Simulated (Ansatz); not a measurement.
MoSi$_{2}$ (MoSi2 type, space group I4/mmm)

```yaml
crystal:
  lattice:
    - [-1.60108, 1.60108, 3.90975]
    - [1.60108, -1.60108, 3.90975]
    - [1.60108, 1.60108, -3.90975]
  atoms:
    - { symbol: Mo, position: [0.00000, 0.00000, 0.00000] }
    - { symbol: Si, position: [0.33530, 0.33530, 0.00000] }
    - { symbol: Si, position: [0.66470, 0.66470, 0.00000] }
```

In each cell atom 1 (Mo, nearest neighbour Si at 2.605 Å; its periodic images, 3.2 Å or more away, move with it) moves by s·(0.000, 0.000, 1.000) (along Cartesian z), the rest being held.

The numbers are results of r2SCAN (plane waves to 500 eV, PAW, scalar-relativistic; Ansatz, an electronic-structure program), not measurements. k mesh 12×12×12 (Γ-centred), Fermi-Dirac smearing 0.05 eV. Energies are smeared free energies. With partly filled bands, energies and forces of such displacements shift with the k mesh and the smearing. MoSi2 is run without spin polarisation. MoSi2 was relaxed with its symmetry unable to fall. The PAW data are Ansatz's earlier set. ΔE is measured from the undisplaced structure. The last digit holds for this mesh only.

```
s (Å)   ΔE (meV/cell)
------  -------------
-0.260          477.8
-0.208          302.0
-0.156          168.2
-0.104           74.2
-0.052           18.5
0.000             0.0
0.052            18.5
0.104            74.2
0.156           168.2
0.208           302.0
0.260           477.8
```

**Question.** What force constant k = d²E/ds² at s = 0 does the table give?

**Answer.** 14 eV/Å². It is the second difference of the nearest points, corrected with the next pair.

**Question.** With k = 13.64 eV/Å² from the forces, is the well harmonic out to s = 0.260 Å?

**Answer.** ½ks² = 461 meV/cell against the computed 478 meV/cell, so the well is close to harmonic there.

(A displaced cell: forces are minus the slopes of the energy, force constants its curvatures, and phonons follow from these.)
